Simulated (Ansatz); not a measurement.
Data:

Be:
```yaml
crystal:
  lattice:
    - [2.26120, 0.00000, 0.00000]
    - [-1.13060, 1.95826, 0.00000]
    - [0.00000, 0.00000, 3.56856]
  atoms:
    - { symbol: Be, position: [0.33333, 0.66667, 0.75000] }
    - { symbol: Be, position: [0.66667, 0.33333, 0.25000] }
```

This is the r²SCAN-relaxed structure. Cartesian axes are those of the cell as given.

Q: All from r²SCAN in the plane-wave PAW code Ansatz, unless another level is named. Give the Young's modulus.

A: 348 GPa.

Q: Predict the highest zone-centre frequency.

A: 711 cm⁻¹.

Q: Next, the elastic constants (relaxed ions, GPa)?

A: C11 = 330, C12 = 25.2, C13 = 3.3, C33 = 399, C44 = 175.

Space group P6_3/mmc (hcp (Mg type)). Symmetry was held in the r²SCAN relaxation; of distortions, only those at the zone centre were tested. As this level gives no gap, shear constants depend on the k-mesh and smearing (Fermi–Dirac, 0.1 eV here). As this level gives no gap, phonon frequencies hold no LO–TO term and depend on the k-mesh and smearing (Fermi–Dirac, 0.1 eV here).

Potentials: the earlier of the program's two PAW sets.
